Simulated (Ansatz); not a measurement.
ZnO:
```yaml
crystal:
  lattice:
    - [2.97724, 0.00000, 0.00000]
    - [-1.48862, 2.57836, 0.00000]
    - [0.00000, 0.00000, 5.12606]
  atoms:
    - { symbol: Zn, position: [0.00000, 0.00000, 0.00000] }
    - { symbol: Zn, position: [0.00000, 0.00000, 0.50000] }
    - { symbol: O, position: [0.33333, 0.66667, 0.25000] }
    - { symbol: O, position: [0.66667, 0.33333, 0.75000] }
```

Relaxed with r²SCAN. Independent-particle spectrum: no excitons, no local fields, no scissors shift; 0.1 eV broadening; ε₁ of the summed bands alone.

Q: Tabulate the dielectric function from r²SCAN in the plane-wave PAW code Ansatz.

A: 

```
E (eV)  ε₁ xx  ε₂ xx  ε₁ zz  ε₂ zz
------  -----  -----  -----  -----
0.0      4.52   0.00   4.67   0.00
0.3      4.53   0.00   4.68   0.00
0.6      4.55   0.00   4.70   0.00
0.9      4.60   0.00   4.74   0.00
1.2      4.67   0.00   4.79   0.00
1.5      4.79   0.02   4.87   0.00
1.8      4.90   0.07   4.97   0.00
2.1      5.05   0.11   5.10   0.01
2.4      5.30   0.15   5.29   0.02
2.7      5.82   0.58   5.56   0.03
3.0      5.63   1.14   6.14   0.17
3.3      5.44   1.39   6.30   0.95
3.6      5.30   1.55   6.19   1.38
3.9      5.21   1.68   6.08   1.69
4.2      5.14   1.79   5.99   1.96
4.5      5.12   1.90   5.91   2.19
4.8      5.12   2.02   5.85   2.40
5.1      5.19   2.16   5.82   2.61
5.4      5.31   2.35   5.86   2.81
5.7      5.59   2.63   6.03   3.06
6.0      6.40   3.87   6.64   3.51
6.3      4.52   4.85   7.10   5.29
6.6      3.65   4.65   4.55   8.08
6.9      3.45   4.38   2.12   6.89
7.2      2.48   5.20   1.03   5.57
7.5      1.45   4.13   0.73   4.42
7.8      1.53   3.13   0.76   3.49
8.1      1.80   2.96   1.00   2.84
8.4      1.56   2.44   1.30   2.21
8.7      2.07   1.98   1.88   1.90
9.0      2.73   1.95   2.40   1.75
9.3      3.12   2.38   3.21   1.90
9.6      3.24   3.34   3.69   2.84
9.9      2.48   3.54   3.30   3.35
10.2     1.73   3.12   2.85   3.49
10.5     2.01   2.78   3.12   3.44
10.8     2.17   2.65   3.61   4.50
11.1     2.40   2.72   1.41   5.34
11.4     2.36   3.06   1.06   4.26
11.7     2.47   3.20   1.31   3.49
12.0     2.26   3.24   1.60   3.47
```

With all bands, ε∞ without local fields is 4.75 (xx = yy), 4.91 (zz).

Space group P6_3/mmc (NiAs type). The start of the workflow was typed in or built on a structure type; the Crystallography Open Database copy checked does not list it. It is not the phase usual at ambient conditions (space group No. 186). The r²SCAN relaxation kept the symmetry of its start; whether a distortion lowers the energy is not shown.

Potentials: the earlier of the program's two PAW sets.
